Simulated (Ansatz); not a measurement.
Ansatz input file:

```yaml
crystal:
  lattice:
    - [3.1225695162, 0.0, 0.0]
    - [-1.5612847581, 2.7042245261, 0.0]
    - [0.0, 0.0, 13.93806553]
  atoms:
    - { symbol: Al, position: [0.33333333, 0.66666667, 0.75] }
    - { symbol: Al, position: [0.66666667, 0.33333333, 0.25] }
    - { symbol: Nb, position: [0.33333333, 0.66666667, 0.0897486] }
    - { symbol: Nb, position: [0.66666667, 0.33333333, 0.5897486] }
    - { symbol: Nb, position: [0.66666667, 0.33333333, 0.9102514] }
    - { symbol: Nb, position: [0.33333333, 0.66666667, 0.4102514] }
    - { symbol: C, position: [0.0, 0.0, 0.0] }
    - { symbol: C, position: [0.0, 0.0, 0.5] }
basis:
  ecutwfc: 420
kpoints:
  mp_grid: { grid: [12, 12, 4] }
hamiltonian:
  xc: pbesol
scf:
  occupations: { method: gaussian, width: 0.1 }
output:
  forces: true
  stress: true
  eigenvalues: true
  populations: true
  write_density: true
  write_potential: true
  elf: true
  volumetric_format: npy
```

Run as
```bash
ansatz run input.yaml --threads 2 --pin off --max-ram 5120MiB --backend cpu --events-out ev --progress --plain --runs-dir out
```

Computed with DFT PBEsol, scalar-relativistic, plane waves, PAW (Ansatz 0.2.0).

Part of what the program printed, abridged:

```
Pseudopotentials: kind: paw
Pseudopotential: Al, paw, valence charge 3, recommended cutoff 420 eV (normal)
Pseudopotential: Nb, paw, valence charge 13, recommended cutoff 420 eV (normal)
Pseudopotential: C, paw, valence charge 4, recommended cutoff 420 eV (normal)
Functional definition: PBEsol
Crystal: 8 atoms, lattice volume = 117.695 Å³
Basis set: ecut = 420 eV, 2279 PW (Γ), exchange–correlation on 48×48×192 points (8 copies of the dense FFT grid, shifted against one another)
Bands: 41, of which v1, the nominal top of the filled ones, is band 33 counted from 1 (32 counted from 0)
Symmetry: 24 space group operations
Space group: P63/mmc (ITA 194), of the structure as read, at distance tolerance 4.9e-5 Å
k-points: 57 of 576
Initial density: superposition of atomic densities (neutral atoms: chi_scale 0, normalization atom), corrected by the library's trained network
Initial wavefunctions: pseudopotential atomic-orbital guess
Functional: x = pbesol(κ = 0.804, μ = 0.12345679), c = pbesol(β = 0.046)
SCF iter   1: F=—  HF=-19528.886639 eV  |F-HF|=—  |Δ(HF+E_count)|=         —  Δρ=4.20e-3  dr2=1.76e-2  ethr=1.77e-3  ⟨swp⟩=6.1  Hψ=9654  notcnv=0
SCF iter   2: F=—  HF=-19528.883143 eV  |F-HF|=—  |Δ(HF+E_count)|=   3.50e-3  Δρ=2.21e-3  dr2=4.77e-3  ethr=2.66e-5  ⟨swp⟩=1.8  Hψ=3074  notcnv=0
SCF iter   3: F=—  HF=-19528.881905 eV  |F-HF|=—  |Δ(HF+E_count)|=   1.24e-3  Δρ=3.87e-4  dr2=3.68e-4  ethr=7.23e-6  ⟨swp⟩=2.0  Hψ=3107  notcnv=0
SCF iter   4: F=—  HF=-19528.881821 eV  |F-HF|=—  |Δ(HF+E_count)|=   8.47e-5  Δρ=8.66e-5  dr2=2.85e-5  ethr=5.58e-7  ⟨swp⟩=2.0  Hψ=2947  notcnv=0
SCF iter   5: F=—  HF=-19528.881752 eV  |F-HF|=—  |Δ(HF+E_count)|=   6.87e-5  Δρ=1.63e-5  dr2=6.06e-7  ethr=4.32e-8  ⟨swp⟩=2.0  Hψ=3084  notcnv=0
SCF iter   6: F=-19528.881752 eV  HF=-19528.881752 eV  |F-HF|=5.41e-9  |Δ(HF+E_count)|=   9.06e-8  Δρ=3.30e-6  dr2=1.28e-8  ethr=1.52e-10  ⟨swp⟩=12.4  Hψ=15244  notcnv=0
SCF 1 converged in 6 iterations: F = -19528.881752 eV  dr2 = 1.28e-8
SCF converged after 6 iterations
Free energy (F): -19528.881752 eV
Harris-Foulkes:  -19528.881752 eV  (|F-HF|=5.41e-9)
Internal energy: -19528.867286 eV  (E = F + TS)
E sigma→0 (E₀):  -19528.874519 eV
Entropy (-TS):   -0.014466 eV (-1.808 meV/atom)
Fermi energy:    14.473028 eV
--- Per-component energies (eV) ---
  E_band       = -375.161322
  E_kinetic    = 1798.281071
  E_local      = -4940.807816  (includes V_loc(G=0)·N_el)
  E_nonlocal   = 554.336069
  E_hartree    = 1846.825739
  E_xc         = -873.372353
  E_vxc        = -1028.646287  (∫ρ·V_xc dr)
  E_paw        = -13168.385901  (= ΣΔE_a)
  E_vpaw       = -451.972630  (= ΣTr[D̂ρ^β])
  E_aug_tail   = 0.000026  (compensation charges beyond the density's cutoff)
  E_ewald      = -4746.579436
  E_core_change = 0.835315  (= ΣΔE_core)
  E_smearing   = -0.014466  (= −TS)
--- Forces (eV/Å), atoms counted from 1 ---
  atom   1  Al     0.00000000     0.00000000     0.00000000
  atom   2  Al     0.00000000     0.00000000     0.00000000
  atom   3  Nb     0.00000000     0.00000000    -0.54787342
  atom   4  Nb     0.00000000     0.00000000    -0.54787342
  atom   5  Nb     0.00000000     0.00000000     0.54787342
  atom   6  Nb     0.00000000     0.00000000     0.54787342
  atom   7  C      0.00000000     0.00000000     0.00000000
  atom   8  C      0.00000000     0.00000000     0.00000000
--- Stress (GPa, compression-positive) ---
       -6.199590       0.000000       0.000000
        0.000000      -6.199590       0.000000
        0.000000       0.000000      -5.967555
  P = ⅓ Tr σ = -6.1222 GPa (-61.222 kbar)
--- Band table (eV; the first three rows and the last of 57) ---
  k-point 0: bands = ["-40.5418", "-40.5416", "-40.4673", "-40.4671", "-17.0147", "-17.0076", "-16.4707", "-16.4626", "-16.3211", "-16.3211", "-16.3210", "-16.3210", "-16.2667", "-16.2667", "-16.2665", "-16.2665", "2.6235", "2.7155", "6.3509", "6.9440", "8.0667", "8.8017", "10.7471", "10.7471", "10.7533", "10.7533", "11.8547", "12.7174", "12.9741", "13.5854", "14.1480", "14.1480", "14.1779", "14.1779", "15.4866", "15.4866", "15.5970", "15.5970", "16.4264", "16.4264", "16.5443"]
  k-point 1: bands = ["-40.5418", "-40.5416", "-40.4673", "-40.4671", "-17.0137", "-17.0087", "-16.4695", "-16.4638", "-16.3211", "-16.3211", "-16.3210", "-16.3210", "-16.2667", "-16.2667", "-16.2666", "-16.2666", "2.6364", "2.7014", "6.4182", "6.8244", "8.2035", "8.7092", "10.7481", "10.7481", "10.7523", "10.7523", "11.9453", "12.4880", "13.1707", "13.5363", "14.1523", "14.1523", "14.1735", "14.1735", "15.5015", "15.5015", "15.5793", "15.5793", "16.4449", "16.4449", "16.5280"]
  k-point 2: bands = ["-40.5417", "-40.5417", "-40.4672", "-40.4672", "-17.0112", "-17.0112", "-16.4667", "-16.4667", "-16.3210", "-16.3210", "-16.3210", "-16.3210", "-16.2666", "-16.2666", "-16.2666", "-16.2666", "2.6684", "2.6684", "6.5991", "6.5991", "8.4747", "8.4747", "10.7502", "10.7502", "10.7502", "10.7502", "12.1815", "12.1815", "13.3929", "13.3929", "14.1628", "14.1628", "14.1628", "14.1628", "15.5391", "15.5391", "15.5391", "15.5391", "16.4875", "16.4875", "16.4875"]
  k-point 56: bands = ["-40.4139", "-40.4139", "-40.4138", "-40.4138", "-16.8871", "-16.8871", "-16.8411", "-16.8411", "-16.8404", "-16.8404", "-16.6871", "-16.6871", "-16.5022", "-16.5022", "-16.4992", "-16.4992", "3.7250", "3.7250", "9.3757", "9.3757", "9.3760", "9.3760", "10.6257", "10.6257", "11.2721", "11.2721", "11.8063", "11.8063", "12.4103", "12.4103", "12.9712", "12.9712", "13.5707", "13.5707", "15.5930", "15.5930", "16.3991", "16.3991", "16.7710", "16.7710", "17.2552"]
--- Löwdin populations: 8 sites ---
  site symbol q [e]
     0     Al      3.1464
     1     Al      3.1464
     2     Nb     12.6045
     3     Nb     12.6045
     4     Nb     12.6045
     5     Nb     12.6045
     6      C      4.5063
     7      C      4.5063
  spilling = 0.004191 (of n_electrons = 66.000000)
```

Self-consistency was reached.

It took 2.9 s on 2 threads of AMD EPYC 9R45 96-Core Processor (Zen 5), with other jobs on the host, peak memory 0.56 GiB.